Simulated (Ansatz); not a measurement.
A generated cell, not matched to a known phase here, of Mg$_{4}$S$_{3}$O: I4/mmm (No. 139), tI16; a = 5.005 Å, b = 5.005 Å, c = 9.967 Å, α = 90.00°, β = 90.00°, γ = 90.00°; S 4d (0.000, 0.500, 0.250); O 2a (0.000, 0.000, 0.000); S 2b (0.000, 0.000, 0.500); Mg 4c (0.000, 0.500, 0.000); Mg 4e (0.000, 0.000, 0.206). Calculation: PBEsol (plane waves to 420 eV, PAW, scalar-relativistic; Ansatz, a program for electronic structure). Element references, the lowest calculated here: Mg (P6₃/mmc), S (Fddd), O (C2/m, ferromagnetic, forced by one molecule a cell; α-O2 is antiferromagnetic); gases are represented by their molecular solids.

Total energies (eV/atom, σ → 0; comparable only within this code, potentials and settings):

```json
[
 {"phase": "Mg4S3O (I4/mmm)", "E (eV/atom)": "-1359.302"},
 {"phase": "Mg (P6₃/mmc)", "E (eV/atom)": "-1912.052"},
 {"phase": "S (Fddd)", "E (eV/atom)": "-884.892"},
 {"phase": "O (C2/m)", "E (eV/atom)": "-558.291"},
 {"phase": "MgO (Fm-3m)", "E (eV/atom)": "-1237.936"}
]
```

What is the formation energy of this I4/mmm form of Mg4S3O from the elements?

E_f = -1359.302 − [4 × (-1912.052) + 3 × (-884.892) + 1 × (-558.291)] / 8 = -1.66 eV/atom (-13.2 eV per formula unit).

A lower structure of this composition may exist.

Static energies, no anion corrections, no zero-point energy. Values are rounded to 0.01 eV/atom. Not shown to be the ambient phase of their composition (a lower form may be missing, and a cell relaxed within its start's symmetry can be a saddle point): Mg4S3O (I4/mmm). The compounds carry no spin polarisation.
